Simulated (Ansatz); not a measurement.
**How the vibrations of Al change with volume**

Level of theory: DFT LDA, scalar-relativistic, plane waves, PAW (Ansatz 0.2.0). Plane waves to 420 eV; Γ-centred k mesh 18×18×10; Fermi-Dirac smearing of 0.15 eV. No spin polarisation. Phonons by linear response, acoustic sum rule imposed.

The cell, relaxed at this level:
```
Al
1.0
     2.81666    0.00000    0.00000
    -1.40833    2.43930    0.00000
     0.00000    0.00000    4.64448
Al
2
Direct
  0.66667 0.33333 0.75000
  0.33333 0.66667 0.25000
```

In a metal, frequencies depend on the k mesh and the smearing, soft modes most.

Cells at 0.98 and 1.02 times the equilibrium volume were relaxed in shape and atoms; γ = −d ln ν / d ln V, modes matched by rank.

Problem. Give the optical frequencies at Γ (cm⁻¹) at the three volumes and the mode Grüneisen parameters.

Solution.
```json
{"0.98 V": "151", "V": "144", "1.02 V": "139", "γ": "2.13", "degeneracy": "2"}
{"0.98 V": "325", "V": "312", "1.02 V": "299", "γ": "2.06", "degeneracy": "1"}
```

Problem. What pressures hold the two strained cells, and what bulk modulus follows?

Solution. 1.69 GPa at 0.98 V and -1.51 GPa at 1.02 V, so B = −dP/d ln V ≈ 80 GPa.

This form isn't the element's structure at ambient conditions.

Cost: 6 runs of about 0.92 core-minutes in all, on Intel Xeon 6975P-C (Granite Rapids) (shared hosts).